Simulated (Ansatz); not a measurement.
Ti:
```yaml
crystal:
  lattice:
    - [-1.60507, 1.60507, 1.60507]
    - [1.60507, -1.60507, 1.60507]
    - [1.60507, 1.60507, -1.60507]
  atoms:
    - { symbol: Ti, position: [0.00000, 0.00000, 0.00000] }
```

Relaxed with PBEsol. Special points in fractions of this cell's reciprocal vectors: Γ (0.000, 0.000, 0.000); H (0.500, -0.500, 0.500); N (0.000, 0.000, 0.500); P (0.250, 0.250, 0.250).

Q: List the band energies nearest the Fermi level at these points for DFT-PBEsol in the program Ansatz with PAW potentials.

A: In eV from the Fermi level; about four levels below and three above (degenerate sets whole), none deeper than 8.9 eV; … stands for higher levels left out; points with the same levels are listed once.

```json
[
 {"k": "Γ", "below": "-6.02", "above": "1.03 1.03 1.03"},
 {"k": "H", "below": "-2.28 -2.28", "above": "4.20 4.20 4.20"},
 {"k": "N", "below": "-2.58 -0.45", "above": "1.30 2.92 3.29"},
 {"k": "P", "below": "-0.63 -0.63 -0.63", "above": "3.36 3.36 …"}
]
```

Space group Im-3m (bcc (W type)). This is a known high-temperature phase of the composition, computed here at zero pressure and temperature. The cell was relaxed with PBEsol under the symmetry of its start. At this level the phase is mechanically unstable. No spin polarisation was allowed.

Potentials: the later of the program's two PAW sets.
